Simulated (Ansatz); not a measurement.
Ansatz (a program for electronic structure) input:

Ansatz 0.2 input:
```yaml
crystal:
  lattice:
    - [2.8141139081, 0.0, 0.0]
    - [-1.4070569541, 2.4370941336, 0.0]
    - [0.0, 0.0, 2.7353848635]
  atoms:
    - { symbol: Ag, position: [0.0, 0.0, 0.0] }
kpoints:
  mp_grid: { grid: [17, 17, 15] }
hamiltonian:
  xc: r2scan
  pseudopotentials: { kind: paw }
scf:
  occupations: { method: gaussian, width: 0.1 }
checkpoint: { read: metal.run }
output: { write_density: true, elf: true, volumetric_format: npy }
basis: { fft_grid_basis: typed }
```

Output (shortened):

```
Pseudopotentials: kind: paw
Pseudopotential: Ag, paw, valence charge 19
Functional definition: r2SCAN
Crystal: 1 atoms, lattice volume = 18.760 Å³
Basis set: ecut = 500 eV, 465 PW (Γ), exchange–correlation on 96×96×80 points (64 copies of the dense FFT grid, shifted against one another)
Bands: 18, of which v1, the nominal top of the filled ones, is band 10 counted from 1 (9 counted from 0)
Symmetry: 24 space group operations
Space group: P6/mmm (ITA 191), of the structure as read, at distance tolerance 2.7e-5 Å
k-points: 264 of 4335
PAW frozen core: Ag, regenerated for the run's functional
Initial density: read from a saved state, or passed on in memory by an earlier SCF of this step, an earlier step, the calling program or the single point that …
Stability of the state it starts from, as read at its close in the unpolarized treatment …
Initial wavefunctions: pseudopotential atomic-orbital guess
Eigensolver: davidson
Functional: x = r2scan, c = r2scan; τ floored in thin density (d = 2e-4 eV/Å³)
iter 1 solved again at ethr=8.14e-11 eV; its pass at ethr=3.10e-3 eV (dr2=1.55e-8 eV) is discarded
SCF iter   1: F=—  HF=-7603.758800 eV  |F-HF|=—  |Δ(HF+E_count)|=         —  Δρ=7.26e-7  dr2=6.39e-11  dr2_τ=7.20e-12  ethr=8.14e-11  ⟨swp⟩=4.0  Hψ=38346  notcnv=0
all-band conjugate gradients solve this SCF's bands
preconditioner: auto → none
SCF iter   2: F=-7603.758800 eV  HF=-7603.758800 eV  |F-HF|=2.18e-11  |Δ(HF+E_count)|=  5.09e-11  Δρ=3.88e-7  dr2=1.66e-11  dr2_τ=1.60e-12  ethr=1.00e-12  ⟨swp⟩=4.2  Hψ=13397  notcnv=0
SCF 1 converged in 2 iterations: F = -7603.758800 eV  dr2 = 1.66e-11
SCF converged after 2 iterations
Free energy (F): -7603.758800 eV
Harris-Foulkes:  -7603.758800 eV  (|F-HF|=2.18e-11)
Internal energy: -7603.757627 eV  (E = F + TS)
E sigma→0 (E₀):  -7603.758214 eV
Entropy (-TS):   -0.001174 eV (-1.174 meV/atom)
Fermi energy:    15.266192 eV
--- Per-component energies (eV) ---
  E_band       = -290.575186
  E_kinetic    = 528.196843
  E_local      = -2402.569880  (includes V_loc(G=0)·N_el)
  E_nonlocal   = 81.359468
  E_hartree    = 1086.935102
  E_xc         = -178.222166
  E_vxc        = -262.621197  (∫ρ·V_xc dr)
  E_paw        = -3922.617331  (= ΣΔE_a)
  E_vpaw       = -427.763607  (= ΣTr[D̂ρ^β])
  E_aug_tail   = 0.000065  (compensation charges beyond the density's cutoff)
  E_vtau       = 18.952919  (kinetic-family band-sum trace: ∫τ·v_τ [+ j·A + Jᵃ·Aᵃ] dr)
  E_ewald      = -2796.330418
  E_core_change = -0.509311  (= ΣΔE_core)
  E_smearing   = -0.001174  (= −TS)
  E_closure    = 0.000000  (closes the sum)
  Σ components = -7603.758800   (vs F -7603.758800, Δ=0.00e0)
  [band-id]    e_kinetic+e_local+e_nonlocal+2·e_hartree+e_vxc+e_vpaw+e_augmentation_tail+e_vtau = -290.575185   (vs E_band -290.575186, Δ=9.38e-7)
--- Band table (eV; the first three rows and the last of 264) ---
  k-point 0: bands = ["-79.2521", "-41.7794", "-41.7794", "-41.7790", "8.0517", "8.8968", "10.3546", "10.3546", "12.0767", "12.0767", "29.1462", "31.9794", "35.1180", "35.1180", "35.1203", "39.2524", "39.2524", "43.1921"]
  k-point 1: bands = ["-79.2515", "-41.7863", "-41.7788", "-41.7788", "8.1349", "8.9822", "10.3631", "10.3631", "12.0346", "12.0346", "28.2044", "32.0574", "35.3215", "35.3215", "36.1571", "39.1808", "39.1808", "42.9767"]
  k-point 2: bands = ["-79.2499", "-41.8070", "-41.7772", "-41.7772", "8.3429", "9.2715", "10.3872", "10.3872", "11.9175", "11.9175", "26.3075", "32.2890", "35.9201", "35.9201", "38.2333", "38.9764", "38.9764", "42.4905"]
  k-point 263: bands = ["-79.2195", "-41.9188", "-41.8986", "-41.8773", "9.5200", "9.8081", "10.5546", "10.9963", "12.5592", "22.2721", "23.1960", "24.7176", "26.8685", "26.9936", "27.6756", "44.6802", "47.2749", "47.6054"]
  band table: 18 of 18 bands, residual norms ≤ 1.0e-3 eV
```

Cost: roughly 6 core-seconds on shared cores.

The start of the workflow was typed in or built on a structure type; neither database checked (COD, Materials Project) lists it. It is not the phase usual at ambient conditions (space group No. 225). Symmetry was held in the r²SCAN relaxation. At this level the phase is mechanically unstable. No spin polarisation was allowed. Axis ratios of metals converge slowly with the k-mesh, so a and c are less sure than the volume. Spin–orbit coupling is left out wherever it is not named.

Potentials: the later of the program's two PAW sets.

Ansatz is a plane-wave DFT program.
